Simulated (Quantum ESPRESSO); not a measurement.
# Hf3TaO7N: finding a planted mistake in a log

A calculation, not a measurement. The program is pw.x of Quantum ESPRESSO 7.5 (plane-wave density functional theory). The cell is made up: 12 atoms on a fluorite lattice, with randomly drawn elements, strain and displacements, not relaxed. PseudoDojo standard norm-conserving files (v0.5 for PBE, v0.4.1 for LDA and PBEsol) set the functional; there is no spin polarisation, spin-orbit coupling or dispersion term, and the masses in the input are unused placeholders.

The hafnium pseudopotential is less sure than the others, with forces about 3 percent (worst 6) and pressure in oxides about 1.5 GPa (worst 2.7) from a second method in checks, which no rerun with the same files tests.

Intended input:

```
&control calculation='scf', pseudo_dir='./dojo.nc.sr.pbe.v0_5.standard.upf', outdir='./o', disk_io='medium', tprnfor=.true., tstress=.true. /
&system ibrav=0, nat=12, ntyp=4, nbnd=54, ecutwfc=84.00895049, nosym=.true., tot_charge=0,
 occupations='smearing', smearing='fd', degauss=0.0018374661
/
&electrons conv_thr=7.350e-09, electron_maxstep=60, /
ATOMIC_SPECIES
Hf 1.0 Hf.upf
N 1.0 N.upf
O 1.0 O.upf
Ta 1.0 Ta.upf
CELL_PARAMETERS angstrom
4.9635 -0.0462 0.0678
-0.0462 5.0759 -0.0447
0.0678 -0.0447 4.9667
ATOMIC_POSITIONS angstrom
Hf 0.0119 0.0764 -0.0416
Hf 0.0942 2.555 2.4746
Ta 2.4855 -0.0475 2.5052
Hf 2.4513 2.5364 0.0464
O 1.2292 1.2341 1.2504
O 1.3164 1.2718 3.7622
O 1.2613 3.7639 1.2236
O 1.2205 3.8479 3.7008
O 3.7276 1.3102 1.2762
O 3.7699 1.1622 3.7396
N 3.8197 3.7217 1.1404
O 3.676 3.7577 3.6755
K_POINTS automatic
5 4 5 1 1 1
```

The log is shortened where brackets say so; the opening notice, blank lines, dates and the lines on written files are dropped, and the path of the files is cut. It prints rydbergs, bohrs and kilobars, and counts compression as positive stress. Where no state is partly filled, the Fermi energy that it prints is only some level between the filled and the empty states on the mesh, and need not lie in the true gap.

Log of the intended run:

```
     Program PWSCF v.7.5
     Parallel version (MPI & OpenMP), running on       1 processor cores
     Number of MPI processes:                 1
     Threads/MPI process:                     1
     [start-up lines left out]
     bravais-lattice index     =            0
     lattice parameter (alat)  =       9.3809  a.u.
     unit-cell volume          =     844.1398 (a.u.)^3
     number of atoms/cell      =           12
     number of atomic types    =            4
     number of electrons       =        96.00
     number of Kohn-Sham states=           54
     kinetic-energy cutoff     =      84.0090  Ry
     charge density cutoff     =     336.0358  Ry
     scf convergence threshold =      7.3E-09
     mixing beta               =       0.7000
     number of iterations used =            8  plain     mixing
     Exchange-correlation= PBE
                           (   1   4   3   4   0   0   0)
     [axes and pseudopotential details left out]
   Cartesian axes
     site n.     atom                  positions (alat units)
         1        Hf     tau(   1) = (   0.0023972   0.0153903  -0.0083800  )
         2        Hf     tau(   2) = (   0.0189760   0.5146874   0.4984914  )
         3        Ta     tau(   3) = (   0.5006871  -0.0095686   0.5046556  )
         4        Hf     tau(   4) = (   0.4937978   0.5109406   0.0093470  )
         5        O      tau(   5) = (   0.2476140   0.2486011   0.2518846  )
         6        O      tau(   6) = (   0.2651799   0.2561955   0.7578697  )
         7        O      tau(   7) = (   0.2540803   0.7582121   0.2464859  )
         8        O      tau(   8) = (   0.2458614   0.7751334   0.7455011  )
         9        O      tau(   9) = (   0.7508997   0.2639309   0.2570818  )
        10        O      tau(  10) = (   0.7594208   0.2341173   0.7533171  )
        11        N      tau(  11) = (   0.7694527   0.7497112   0.2297258  )
        12        O      tau(  12) = (   0.7405053   0.7569632   0.7404045  )
     number of k points=    50  Fermi-Dirac smearing, width (Ry)=  0.0018
                       cart. coord. in units 2pi/alat
        k(    1) = (   0.0998063   0.1240352   0.0997031), wk =   0.0400000
        k(    2) = (   0.0970911   0.1257713   0.2996542), wk =   0.0400000
     [further k points left out]
     Dense  grid:    87833 G-vectors     FFT dimensions: (  60,  60,  60)
     Estimated max dynamical RAM per process >     157.48 MB
     Initial potential from superposition of free atoms
     starting charge      95.9935, renormalised to      96.0000
     Starting wfcs are   72 randomized atomic wfcs
     total cpu time spent up to now is       24.8 secs
     per-process dynamical memory:    98.5 Mb
     Self-consistent Calculation
     iteration #  1     ecut=    84.01 Ry     beta= 0.70
     Davidson diagonalization with overlap
     ethr =  1.00E-02,  avg # of iterations =  2.0
     total cpu time spent up to now is       86.1 secs
     total energy              =    -719.81414235 Ry
     estimated scf accuracy    <       5.05654048 Ry
     iteration #  2     ecut=    84.01 Ry     beta= 0.70
     Davidson diagonalization with overlap
     ethr =  5.27E-03,  avg # of iterations =  6.0
     total cpu time spent up to now is      201.5 secs
     total energy              =    -718.16140953 Ry
     estimated scf accuracy    <      21.44654833 Ry
     [iterations 3 to 14 left out]
     iteration # 15     ecut=    84.01 Ry     beta= 0.70
     Davidson diagonalization with overlap
     ethr =  1.29E-11,  avg # of iterations =  4.5
     total cpu time spent up to now is      983.2 secs
     total energy              =    -722.32125563 Ry
     estimated scf accuracy    <          8.8E-09 Ry
     iteration # 16     ecut=    84.01 Ry     beta= 0.70
     Davidson diagonalization with overlap
     ethr =  9.22E-12,  avg # of iterations =  2.1
     total cpu time spent up to now is     1037.7 secs
     End of self-consistent calculation
     [lines on levels left out]
     the Fermi energy is    15.0648 ev
!    total energy              =    -722.32125563 Ry
     estimated scf accuracy    <          1.2E-09 Ry
     smearing contrib. (-TS)   =      -0.00000000 Ry
     internal energy E=F+TS    =    -722.32125563 Ry
     The total energy is F=E-TS. E is the sum of the following terms:
     one-electron contribution =     -95.04405915 Ry
     hartree contribution      =     107.88851956 Ry
     xc contribution           =    -180.75523023 Ry
     ewald contribution        =    -554.41048581 Ry
     convergence has been achieved in  16 iterations
     Forces acting on atoms (cartesian axes, Ry/au):
     atom    1 type  1   force =    -0.10102514   -0.04929480    0.05579223
     atom    2 type  1   force =    -0.11173515    0.02546966   -0.04245653
     atom    3 type  4   force =     0.12530703   -0.06111845   -0.06235259
     atom    4 type  1   force =     0.09466397    0.03959012    0.02497140
     atom    5 type  3   force =     0.02808937   -0.03347560    0.03336291
     atom    6 type  3   force =     0.01900646    0.00232926   -0.06169509
     atom    7 type  3   force =     0.03828209    0.04362442    0.02841576
     atom    8 type  3   force =     0.02935248    0.00623107   -0.01747568
     atom    9 type  3   force =    -0.04344020   -0.04815565    0.02094098
     atom   10 type  3   force =    -0.00297375   -0.01268980   -0.01319728
     atom   11 type  2   force =    -0.04716131    0.07593699    0.06917515
     atom   12 type  3   force =    -0.02836585    0.01155278   -0.03548125
     Total force =     0.312572     Total SCF correction =     0.000055
     Computing stress (Cartesian axis) and pressure
          total   stress  (Ry/bohr**3)                   (kbar)     P=      109.99
   0.00096960   0.00025897  -0.00007091          142.63       38.10      -10.43
   0.00025897   0.00031027   0.00003302           38.10       45.64        4.86
  -0.00007091   0.00003302   0.00096329          -10.43        4.86      141.71
     init_run     :     22.17s CPU     24.62s WALL (       1 calls)
     electrons    :    968.39s CPU   1012.90s WALL (       1 calls)
     forces       :      9.00s CPU      9.12s WALL (       1 calls)
     stress       :     35.10s CPU     36.40s WALL (       1 calls)
     [timing details left out]
     PWSCF        :  17m15.00s CPU  18m 3.76s WALL
     JOB DONE.
```

A second run was made from an input with one planted mistake. Its log:

```
     Program PWSCF v.7.5
     Parallel version (MPI & OpenMP), running on       4 processor cores
     Number of MPI processes:                 4
     Threads/MPI process:                     1
     [start-up lines left out]
     bravais-lattice index     =            0
     lattice parameter (alat)  =       9.1989  a.u.
     unit-cell volume          =     795.9446 (a.u.)^3
     number of atoms/cell      =           12
     number of atomic types    =            4
     number of electrons       =        96.00
     number of Kohn-Sham states=           54
     kinetic-energy cutoff     =      84.0090  Ry
     charge density cutoff     =     336.0358  Ry
     scf convergence threshold =      7.3E-09
     mixing beta               =       0.7000
     number of iterations used =            8  plain     mixing
     Exchange-correlation= PBE
                           (   1   4   3   4   0   0   0)
     [axes and pseudopotential details left out]
   Cartesian axes
     site n.     atom                  positions (alat units)
         1        Hf     tau(   1) = (   0.0024035   0.0153866  -0.0083815  )
         2        Hf     tau(   2) = (   0.0189816   0.5146815   0.4984937  )
         3        Ta     tau(   3) = (   0.5006918  -0.0095730   0.5046566  )
         4        Hf     tau(   4) = (   0.4937894   0.5109427   0.0093470  )
         5        O      tau(   5) = (   0.2476240   0.2486100   0.2518763  )
         6        O      tau(   6) = (   0.2651881   0.2561903   0.7578682  )
         7        O      tau(   7) = (   0.2540744   0.7582174   0.2464941  )
         8        O      tau(   8) = (   0.2458573   0.7751447   0.7455014  )
         9        O      tau(   9) = (   0.7509041   0.2639350   0.2570737  )
        10        O      tau(  10) = (   0.7594294   0.2341273   0.7533282  )
        11        N      tau(  11) = (   0.7694544   0.7497126   0.2297311  )
        12        O      tau(  12) = (   0.7405094   0.7569643   0.7404067  )
     number of k points=    50  Fermi-Dirac smearing, width (Ry)=  0.0018
                       cart. coord. in units 2pi/alat
        k(    1) = (   0.0998059   0.1240349   0.0997027), wk =   0.0400000
        k(    2) = (   0.0970901   0.1257697   0.2996554), wk =   0.0400000
     [further k points left out]
     Dense  grid:    82805 G-vectors     FFT dimensions: (  54,  60,  54)
     Estimated max dynamical RAM per process >     258.23 MB
     Estimated total dynamical RAM >     972.27 MB
     Initial potential from superposition of free atoms
     starting charge      95.9935, renormalised to      96.0000
     Starting wfcs are   72 randomized atomic wfcs
     total cpu time spent up to now is        6.7 secs
     per-process dynamical memory:   197.4 Mb
     Self-consistent Calculation
     iteration #  1     ecut=    84.01 Ry     beta= 0.70
     Davidson diagonalization with overlap
     ethr =  1.00E-02,  avg # of iterations =  2.0
     total cpu time spent up to now is       19.5 secs
     total energy              =    -719.86304028 Ry
     estimated scf accuracy    <       4.92611288 Ry
     iteration #  2     ecut=    84.01 Ry     beta= 0.70
     Davidson diagonalization with overlap
     ethr =  5.13E-03,  avg # of iterations =  6.0
     total cpu time spent up to now is       34.5 secs
     total energy              =    -718.52168542 Ry
     estimated scf accuracy    <      18.30381539 Ry
     [iterations 3 to 13 left out]
     iteration # 14     ecut=    84.01 Ry     beta= 0.70
     Davidson diagonalization with overlap
     ethr =  1.28E-10,  avg # of iterations =  2.6
     total cpu time spent up to now is      197.1 secs
     total energy              =    -722.25407480 Ry
     estimated scf accuracy    <          8.6E-09 Ry
     iteration # 15     ecut=    84.01 Ry     beta= 0.70
     Davidson diagonalization with overlap
     ethr =  8.98E-12,  avg # of iterations =  4.8
     total cpu time spent up to now is      212.3 secs
     End of self-consistent calculation
     [lines on levels left out]
     the Fermi energy is    16.1136 ev
!    total energy              =    -722.25407481 Ry
     estimated scf accuracy    <          7.9E-10 Ry
     smearing contrib. (-TS)   =      -0.00000000 Ry
     internal energy E=F+TS    =    -722.25407481 Ry
     The total energy is F=E-TS. E is the sum of the following terms:
     one-electron contribution =     -79.68357853 Ry
     hartree contribution      =     104.20799118 Ry
     xc contribution           =    -181.39680923 Ry
     ewald contribution        =    -565.38167823 Ry
     convergence has been achieved in  15 iterations
     Forces acting on atoms (cartesian axes, Ry/au):
     atom    1 type  1   force =    -0.11075072   -0.05593072    0.06307446
     atom    2 type  1   force =    -0.12498237    0.02356488   -0.04108234
     atom    3 type  4   force =     0.13800061   -0.06189307   -0.07320847
     atom    4 type  1   force =     0.10136150    0.04182287    0.01934210
     atom    5 type  3   force =     0.03252001   -0.03847350    0.03753391
     atom    6 type  3   force =     0.02132053    0.00421534   -0.07160553
     atom    7 type  3   force =     0.03595388    0.05455547    0.02491892
     atom    8 type  3   force =     0.03604215    0.00047179   -0.01281237
     atom    9 type  3   force =    -0.04727153   -0.05245811    0.02419234
     atom   10 type  3   force =    -0.00321391   -0.01064079   -0.01437153
     atom   11 type  2   force =    -0.05017452    0.08161062    0.08148595
     atom   12 type  3   force =    -0.02880564    0.01315522   -0.03746744
     Total force =     0.343356     Total SCF correction =     0.000059
     Computing stress (Cartesian axis) and pressure
          total   stress  (Ry/bohr**3)                   (kbar)     P=      308.69
   0.00233429   0.00034449  -0.00008921          343.39       50.68      -13.12
   0.00034449   0.00163202   0.00005312           50.68      240.08        7.81
  -0.00008921   0.00005312   0.00232891          -13.12        7.81      342.59
     init_run     :      4.70s CPU      4.90s WALL (       1 calls)
     electrons    :    204.63s CPU    205.55s WALL (       1 calls)
     forces       :      3.30s CPU      3.32s WALL (       1 calls)
     stress       :     10.71s CPU     10.97s WALL (       1 calls)
     [timing details left out]
     PWSCF        :   3m45.24s CPU   3m46.69s WALL
     JOB DONE.
```

Question: what was wrong in the second input?

Answer: the cell and the positions are scaled by a wrong factor. The input lines that differ, file-writing options aside:

```
- 4.9635 -0.0462 0.0678
+ 4.8672 -0.0453 0.0665
- -0.0462 5.0759 -0.0447
+ -0.0453 4.9774 -0.0438
- 0.0678 -0.0447 4.9667
+ 0.0665 -0.0438 4.8703
- Hf 0.0119 0.0764 -0.0416
+ Hf 0.0117 0.0749 -0.0408
- Hf 0.0942 2.555 2.4746
+ Hf 0.0924 2.5054 2.4266
- Ta 2.4855 -0.0475 2.5052
+ Ta 2.4373 -0.0466 2.4566
- Hf 2.4513 2.5364 0.0464
+ Hf 2.4037 2.4872 0.0455
- O 1.2292 1.2341 1.2504
+ O 1.2054 1.2102 1.2261
- O 1.3164 1.2718 3.7622
+ O 1.2909 1.2471 3.6892
- O 1.2613 3.7639 1.2236
+ O 1.2368 3.6909 1.1999
- O 1.2205 3.8479 3.7008
+ O 1.1968 3.7733 3.629
- O 3.7276 1.3102 1.2762
+ O 3.6553 1.2848 1.2514
- O 3.7699 1.1622 3.7396
+ O 3.6968 1.1397 3.6671
- N 3.8197 3.7217 1.1404
+ N 3.7456 3.6495 1.1183
- O 3.676 3.7577 3.6755
+ O 3.6047 3.6848 3.6042
```

|  | intended run | run with the mistake |
| --- | --- | --- |
| free energy (eV) | -9827.681 | -9826.767 |
| smearing term -TS (eV) | 0.0000 | 0.0000 |
| pressure (GPa) | 11.00 | 30.87 |
| largest force component (eV/Å) | 3.222 | 3.548 |
| largest change of a force component (eV/Å) |  | 0.341 |
| iterations | 16 | 15 |

For scale, a rerun of the intended cell at 1437 eV and a 7 x 6 x 7 mesh moved values by no more than 0.002 eV in energy, 0.05 GPa in stress and 0.006 eV/Å in force.